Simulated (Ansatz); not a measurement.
KLuS$_{2}$:
Space group R-3m, hexagonal axes (No. 166); a = b = 3.952 Å, c = 21.908 Å, α = β = 90.00°, γ = 120.00°

```csv
atom,site,symmetry,x,y,z
Lu,3b,-3m,0.0000,0.0000,0.5000
K,3a,-3m,0.0000,0.0000,0.0000
S,6c,3m,0.0000,0.0000,0.2331
```
(The calculation used a cell of 4 atoms; values per cell refer to that cell.)

Relaxed with r²SCAN.

Q: Which orbitals make up the states near the band edges in DFT-r²SCAN in the program Ansatz with PAW potentials?

A: Top 1 eV of the valence band: S 3p 91 %. Bottom 1 eV of the conduction band: Lu 5d 72 %, S 3p 9 %, outside the projected shells 10 %. Projections are on Löwdin-orthogonalised atomic valence shells; empty p or d shells of many metals are not among them.

Q: Tabulate the density of states.

A: States/eV per cell of 4 atoms, in 0.25 eV bins, energy from the valence-band maximum.

```tsv
E (eV)	total	Lu 4f	S 3p	Lu 5d
-7.85	0.00	0.00	0.00	0.00
-7.60	0.00	0.00	0.00	0.00
-7.35	0.00	0.00	0.00	0.00
-7.10	0.00	0.00	0.00	0.00
-6.85	0.00	0.00	0.00	0.00
-6.60	0.00	0.00	0.00	0.00
-6.35	0.00	0.00	0.00	0.00
-6.10	0.00	0.00	0.00	0.00
-5.85	0.00	0.00	0.00	0.00
-5.60	0.00	0.00	0.00	0.00
-5.35	0.00	0.00	0.00	0.00
-5.10	0.00	0.00	0.00	0.00
-4.85	0.00	0.00	0.00	0.00
-4.60	0.00	0.00	0.00	0.00
-4.35	0.00	0.00	0.00	0.00
-4.10	0.00	0.00	0.00	0.00
-3.85	0.00	0.00	0.00	0.00
-3.60	56.19	54.74	1.09	0.14
-3.35	1.44	0.21	0.82	0.22
-3.10	2.87	0.25	1.83	0.38
-2.85	3.40	0.20	2.29	0.40
-2.60	3.03	0.03	2.38	0.37
-2.35	4.27	0.03	3.45	0.55
-2.10	1.34	0.02	1.01	0.25
-1.85	3.46	0.05	2.65	0.59
-1.60	10.23	0.09	7.93	1.95
-1.35	3.36	0.05	2.80	0.35
-1.10	4.39	0.08	3.91	0.22
-0.85	4.37	0.08	3.93	0.19
-0.60	3.24	0.06	2.95	0.11
-0.35	2.02	0.04	1.86	0.05
-0.10	0.42	0.01	0.39	0.01
0.15	0.00	0.00	0.00	0.00
0.40	0.00	0.00	0.00	0.00
0.65	0.00	0.00	0.00	0.00
0.90	0.00	0.00	0.00	0.00
1.15	0.00	0.00	0.00	0.00
1.40	0.00	0.00	0.00	0.00
1.65	0.00	0.00	0.00	0.00
1.90	0.00	0.00	0.00	0.00
2.15	0.00	0.00	0.00	0.00
2.40	0.00	0.00	0.00	0.00
2.65	0.02	0.00	0.00	0.01
2.90	0.47	0.00	0.04	0.33
3.15	1.01	0.00	0.09	0.72
3.40	1.37	0.00	0.13	0.99
3.65	1.69	0.00	0.16	1.21
3.90	2.03	0.00	0.17	1.49
4.15	1.44	0.00	0.10	1.10
4.40	2.00	0.00	0.13	1.44
4.65	1.75	0.00	0.15	1.12
4.90	2.01	0.00	0.19	1.24
5.15	2.61	0.00	0.24	1.56
5.40	3.29	0.00	0.22	1.61
5.65	4.06	0.00	0.23	2.34
5.90	4.75	0.00	0.25	2.46
6.15	3.33	0.00	0.16	1.49
6.40	3.88	0.00	0.37	1.46
6.65	4.32	0.00	0.43	1.67
```

The workflow started from an entry of the Crystallography Open Database (COD, 301 K). Whether it is the stable phase at ambient conditions was not checked. The r²SCAN relaxation kept the symmetry of its start; whether a distortion lowers the energy is not shown. Spin–orbit coupling is left out wherever it is not named.

Potentials: the later of the program's two PAW sets.
